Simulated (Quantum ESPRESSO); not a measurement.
```cif
data_H2Na2O2
_chemical_formula_sum 'H2 O2 Na2'
_space_group_name_H-M_alt 'P21'
_space_group_IT_number 4
_space_group_name_Hall 'P 2yb'
_cell_length_a 3.42587
_cell_length_b 3.34644
_cell_length_c 5.29520
_cell_angle_alpha 90.000
_cell_angle_beta 107.300
_cell_angle_gamma 90.000
loop_
_atom_site_label
_atom_site_type_symbol
_atom_site_symmetry_multiplicity
_atom_site_Wyckoff_symbol
_atom_site_fract_x
_atom_site_fract_y
_atom_site_fract_z
_atom_site_occupancy
H1 H 2 a 0.54120 0.42955 0.07654 1
O1 O 2 a 0.63468 0.27380 0.23872 1
Na1 Na 2 a 0.15946 0.79660 0.30562 1
```

The geometry is that of Materials Project entry mp-626000, symmetrised and not relaxed again.

What does norm-conserving PBEsol (Quantum ESPRESSO, 88 Ry, no spin-orbit coupling) give for the electronic structure near the Fermi level?

The PBEsol gap is indirect, 3.56 eV, from Y to Γ; the smallest direct gap is 3.73 eV. 

The structure is a Materials Project entry; no match was found in the copy of COD used, and its stability was not checked.
